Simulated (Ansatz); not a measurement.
Data:

BiB:
```yaml
crystal:
  lattice:
    - [0.00000, 2.62849, 2.62849]
    - [2.62849, 0.00000, 2.62849]
    - [2.62849, 2.62849, 0.00000]
  atoms:
    - { symbol: Bi, position: [0.00000, 0.00000, 0.00000] }
    - { symbol: B, position: [0.50000, 0.50000, 0.50000] }
```

This is the r²SCAN-relaxed structure.

**Question.** All from the program Ansatz at the r²SCAN level (PAW), unless another level is named. Estimate the electronic character.

**Answer.** metallic (no gap).

**Question.** What about the density of states at the Fermi level?

**Answer.** 0.45 states/eV per atom (mean over ±0.08 eV).

**Question.** And the formation energy from the elements (no fitted shifts)?

**Answer.** 1.24 eV/atom.

Space group Fm-3m (rock salt). The cell is a constructed one: a structure type filled with these elements; neither database checked (COD, Materials Project) lists it. Its standing as an ambient phase is unchecked. The r²SCAN relaxation kept the symmetry of its start; its stability against distortions is not shown here. The references are the lowest solids computed at this level, not always the standard phases. Spin–orbit coupling is left out wherever it is not named.

Potentials: the later of the program's two PAW sets.
